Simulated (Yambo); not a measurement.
Optical response of GaAlN$_{2}$ at -3 % isotropic strain

```
GaAlN2
1.0
    3.04868     0.00000     0.00000
    0.00000     3.04868     0.00000
    0.00000     0.00000     4.29118
N Al Ga
2 1 1
Direct
  0.50000   0.00000   0.73941
  0.00000   0.50000   0.26059
  0.50000   0.50000   0.50000
  0.00000   0.00000   0.00000
```

Yambo, RPA with local fields on PBEsol bands; 10×10×8 mesh, 37 bands, 4 Ry local-field block, 0.2 eV broadening; field along z.

| E (eV) | Im ε | Re ε | Im ε, independent particles |
|---|---|---|---|
| 0.0 | 0.00 | 4.86 | 0.00 |
| 0.6 | 0.02 | 4.89 | 0.02 |
| 1.2 | 0.03 | 4.96 | 0.03 |
| 1.9 | 0.05 | 5.09 | 0.06 |
| 2.5 | 0.09 | 5.31 | 0.09 |
| 3.1 | 0.15 | 5.66 | 0.16 |
| 3.8 | 0.46 | 6.21 | 0.46 |
| 4.4 | 1.16 | 6.55 | 1.13 |
| 5.0 | 1.38 | 6.52 | 1.36 |
| 5.6 | 2.35 | 7.91 | 2.41 |
| 6.2 | 4.16 | 7.66 | 4.48 |
| 6.9 | 7.39 | 7.17 | 8.03 |
| 7.5 | 7.74 | 3.28 | 8.43 |
| 8.1 | 5.57 | 1.26 | 6.19 |
| 8.8 | 5.18 | 0.51 | 5.54 |
| 9.4 | 3.39 | 2.10 | 4.10 |
| 10.0 | 5.02 | 2.36 | 6.21 |
| 10.6 | 5.00 | 0.59 | 5.55 |
| 11.2 | 3.30 | 0.89 | 3.95 |
| 11.9 | 3.91 | 1.54 | 5.24 |
| 12.5 | 4.61 | 1.05 | 5.65 |
| 13.1 | 5.02 | -0.34 | 4.99 |
| 13.8 | 3.78 | -1.36 | 3.35 |
| 14.4 | 3.08 | -1.41 | 2.65 |
| 15.0 | 2.61 | -1.40 | 2.16 |
| 15.6 | 1.99 | -1.26 | 1.68 |
| 16.2 | 1.55 | -1.20 | 1.40 |
| 16.9 | 1.16 | -0.99 | 1.05 |
| 17.5 | 1.03 | -0.71 | 0.95 |
| 18.1 | 0.86 | -0.49 | 0.82 |
| 18.8 | 0.84 | -0.39 | 0.81 |
| 19.4 | 0.79 | -0.32 | 0.74 |
| 20.0 | 0.60 | -0.32 | 0.53 |

Peak heights and small wiggles depend on the k mesh. Convergence of the RPA response with its 10×10×8 mesh was not tested. No excitonic effects at this level.

Spin-orbit coupling is not included.

Geometry strained from the cell relaxed with PBEsol, atoms relaxed again.

The structure is a Materials Project entry; no match was found in the copy of COD used, and its stability was not checked.
